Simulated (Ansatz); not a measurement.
Co (P63/mmc): ferro- and antiferromagnetic starts

```
Co
1.0
     2.50740    0.00000    0.00000
     0.00000    4.34294    0.00000
     1.25370    2.17147    4.06990
Co
4
Direct
  0.87500 0.20833 0.25000
  0.37500 0.70833 0.25000
  0.12500 0.79167 0.75000
  0.62500 0.29167 0.75000
```

Geometry: a structure as deposited in COD, repeated to hold the magnetic orders; nothing is relaxed.

The runs share PBE, 12×12×12 k mesh, Fermi–Dirac smearing of 0.08 eV. PAW means Ansatz 0.2.0 on its default frozen-core files; LAPW is all-electron LAPW in Ansatz 0.2.0. Site moments are integrated in spheres about the atoms, whose radii differ between the methods. Start moments of the first PAW run (μB): Co1 2, Co2 2, Co3 2, Co4 2.

Energies count from the run that starts all moments parallel. Patterns list the atoms that start with 0.5 μB or more.

```
                 start  ΔF PAW (meV/atom)  ΔF LAPW (meV/atom)  largest moment, PAW (μB)  M, PAW (μB/cell)  order at the end, PAW  P, PAW (GPa)
Co1↑, Co2↑, Co3↑, Co4↑                0.0                 0.0                      1.72              6.55                   kept          -3.8
Co1↑, Co2↑, Co3↑, Co4↓                0.0                 0.0                      1.72              6.55                changed          -3.8
Co1↑, Co2↓, Co3↑, Co4↓             +221.9                   –                      0.84              0.00                   kept         -11.3
  no spin polarisation             +231.5                   –                      0.00              0.00                      –         -14.6
```

The lowest of these ends as follows. Site moments (μB): Co1 1.72, Co2 1.72, Co3 1.72, Co4 1.72. Cell moment 6.55 μB. Orders of other supercells weren't tried and can lie lower.

The start Co1↑, Co2↑, Co3↑, Co4↓ ends so. Site moments (μB): Co1 1.72, Co2 1.72, Co3 1.72, Co4 1.72. Cell moment 6.55 μB.

This cell lies far from its zero-pressure volume, so the numbers describe the cell as given rather than the relaxed compound. The Ansatz runs typed with the search for lower states off end where their start leads. These are results for the start and cell typed. The real compound can order otherwise, in a larger cell, or not at all, since semilocal functionals at zero temperature often overstate magnetism. Left out because they may lie on a higher state: PAW, start Co1↑ Co2↑ Co3↓ Co4↓; LAPW, start Co1↑ Co2↑ Co3↓ Co4↓.
